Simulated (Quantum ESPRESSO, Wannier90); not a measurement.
# Wannierisation of InAs (wurtzite)

```xyz
4
Lattice="4.3114 0.0000 0.0000 -2.1557 3.7338 0.0000 0.0000 0.0000 7.0888" Properties=species:S:1:pos:R:3 pbc="T T T"
In    -2.1557     1.2446    -3.5402
In     2.1557    -1.2446     0.0042
As    -2.1557     1.2446    -0.8867
As     2.1557    -1.2446     2.6577
```

Cell from Materials Project (mp-1007652), symmetrised, no further relaxation. Not found in the COD (Crystallography Open Database) copy used, which has the formula in other groups; not checked further. Method: LDA plane waves in Quantum ESPRESSO 7.5 (PseudoDojo norm-conserving files, 64 Ry, no spin polarisation, no spin-orbit coupling), Bloch states on a 6×6×4 mesh through Γ, Wannier90 4.0.1. Density: 12×12×6 mesh, cold smearing 0.01 Ry. Spin-orbit coupling is left out although heavy elements are present.

The plane-wave run has 46 bands and 56 electrons a cell. On the energy scale of pw.x, whose zero is arbitrary, the Fermi level lies at 7.40 eV.

Isolated groups of bands, relative to the Fermi level (bands from 23 on overlap up to the last one computed):

```
bands  from (eV)  to (eV)  filling              weight on atomic waves
-----  ---------  -------  -------  ----------------------------------
1–10      -35.30   -35.27   filled                         As 3d 100 %
11–20     -14.52   -14.22   filled                          In 4d 98 %
21–22     -11.79    -9.85   filled  As 4s 63 %, In 5p 21 %, In 5s 10 %
```

Input w.win, without the blocks of cell, atoms and k-points (144 lines):

```
num_bands = 26
num_wann = 16
exclude_bands = 1-20
num_iter = 800
conv_tol = 1.0e-6
conv_window = 4
dis_num_iter = 1000
dis_conv_tol = 1.0e-6
dis_froz_max = 14.76
write_hr = true
write_u_matrices = true
begin projections
In: s;p
As: s;p
end projections
mp_grid = 6 6 4
```

wannier90.x stops with:
```
dis_windows: More states in the frozen window than target WFs
```
At some k-point more bands lie below dis_froz_max than there are Wannier functions, and every frozen state has to fit into the subspace. Mended as below, all else unchanged, the run goes through (Ω_I = 26.1 Å²) and follows the plane-wave bands to 3.6 meV rms (states up to 1.0 eV relative to the Fermi level).
```
dis_froz_max = 8.90
```
